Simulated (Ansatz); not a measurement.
Generalised stacking fault of KCl (rock salt) on the {100} plane. The cell below holds the perfect crystal with the plane normal along z; tilting its third vector by the shift puts one fault into each cell, between planes 3.19 Å apart, at fixed cell height.

```
KCl
1.0
    4.51217     0.00000     0.00000
    0.00000     4.51217     0.00000
    2.25608     2.25608     9.57175
Cl K
3 3
Direct
  0.00000   0.00000   0.83333
  0.33333   0.33333   0.16667
  0.66667   0.66667   0.50000
  0.83333   0.83333   0.16667
  0.16667   0.16667   0.50000
  0.50000   0.50000   0.83333
```

In-plane vectors a = (4.512, 0.000) Å, b = (0.000, 4.512) Å, area 20.36 Å². The shift is s times the vector a + b (length 6.381 Å), so s = 1 restores the start. Atoms relax along the normal only. γ = [E(shift) − E(0)] / area.

Level of theory: PBE (plane waves to 420 eV, PAW, scalar-relativistic; Ansatz, a first-principles code). k mesh 6×6×6 (Γ-centred), Fermi-Dirac smearing 0.05 eV. Energies are extrapolated to zero smearing. Stress and pressure are positive under compression. Faults lie only 9.6 Å apart, and holding the cell height raises γ above its relaxed value. KCl was relaxed with its symmetry unable to fall. γ is measured from zero shift.

```tsv
s	γ (mJ/m²)	σ normal to the fault (GPa)
0.000	0	0.0
0.083	29	0.0
0.167	119	0.1
0.250	252	1.0
0.333	375	2.2
0.417	457	3.0
0.500	485	3.4
0.583	457	3.0
0.667	375	2.2
0.750	252	1.0
0.833	119	0.1
0.917	29	0.0
```

Key numbers:

- Highest computed γ on the line: 485 mJ/m²
- Position of the highest point: s = 0.500
- Local minima between the ends: no computed point is one
- Steepest slope dγ/d(shift) before the first maximum (spline): 2.6 GPa

(The slope of γ gives the shear force per area between the displaced halves; near zero shift its curvature is an elastic stiffness.)
